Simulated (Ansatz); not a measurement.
A distorted cell of ZrC (rock salt):

```yaml
crystal:
  lattice:
    - [0.00000, 4.70874, 4.70874]
    - [2.35437, 0.00000, 2.35437]
    - [2.35437, 2.35437, 0.00000]
  atoms:
    - { symbol: C, position: [0.00000, 0.00000, 0.00000] }
    - { symbol: C, position: [0.50000, 0.00000, 0.00000] }
    - { symbol: Zr, position: [0.25000, 0.50000, 0.50000] }
    - { symbol: Zr, position: [0.72961, 0.54078, 0.54078] }
```

All values below come from PBE (plane waves to 420 eV, PAW, scalar-relativistic; Ansatz, a program for electronic structure). k mesh 7×14×14 (Γ-centred), Fermi-Dirac smearing 0.05 eV. Energies are smeared free energies. Stress and pressure are positive under compression. With partly filled bands, energies and forces of such displacements shift with the k mesh and the smearing. ZrC is run without spin polarisation. ZrC was relaxed with its symmetry unable to fall.

### Question
What forces act on the atoms (eV/Å, Cartesian)?

### Answer
| atom | Fx | Fy | Fz |
|---|---|---|---|
| C1 | 0.378 | -0.009 | -0.009 |
| C2 | 1.130 | -0.001 | -0.001 |
| Zr3 | 1.164 | -0.762 | -0.762 |
| Zr4 | -2.672 | 0.772 | 0.772 |

### Question
Give the stress tensor in GPa and the pressure.

### Answer
```
    5.9     -0.5     -0.5
   -0.5      0.3     -0.2
   -0.5     -0.2      0.3
```
The pressure, a third of the trace, is 2.1 GPa.

### Question
In it atom 4 sits (0.192, 0.000, 0.000) Å away from its relaxed site. What is its energy relative to the relaxed cell?

### Answer
246 meV/cell.

(For displaced atoms, the force is minus the slope of the energy, and its curvature is a force constant, which sets phonon frequencies.)
